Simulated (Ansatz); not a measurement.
CuI (zinc blende)

```yaml
crystal:
  lattice:
    - [0.00000, 3.03891, 3.03891]
    - [3.03891, 0.00000, 3.03891]
    - [3.03891, 3.03891, 0.00000]
  atoms:
    - { symbol: I, position: [0.75000, 0.75000, 0.75000] }
    - { symbol: Cu, position: [0.00000, 0.00000, 0.00000] }
```

Grid over V/V₀ and (c/a)/(c/a)₀, subscript 0 meaning the relaxed cell; the conventional c axis lies along z; no internal relaxation.

These are PBE (plane waves to 420 eV, PAW, scalar-relativistic; Ansatz, a first-principles code) values and carry that method's errors. k mesh 9×9×9 (Γ-centred), Fermi-Dirac smearing 0.05 eV. Stress and pressure are positive under compression. CuI is run without spin polarisation. CuI was relaxed with its symmetry unable to fall. Spin-orbit coupling is left out, though I is heavy. The PAW data are Ansatz's earlier set.

At one point of the scan the stress tensor (GPa) is:

```
  -1.86     0.00     0.00
   0.00    -1.86     0.00
   0.00     0.00    -1.62
```

Q: Which point is it?
A) V/V₀ = 1.053, (c/a)/(c/a)₀ = 0.987
B) V/V₀ = 1.000, (c/a)/(c/a)₀ = 0.987
C) V/V₀ = 1.027, (c/a)/(c/a)₀ = 0.973
D) V/V₀ = 1.080, (c/a)/(c/a)₀ = 1.013

A: A, V/V₀ = 1.053, (c/a)/(c/a)₀ = 0.987

(Under strain, the slope of the energy per volume gives the stress and its curvature an elastic modulus.)
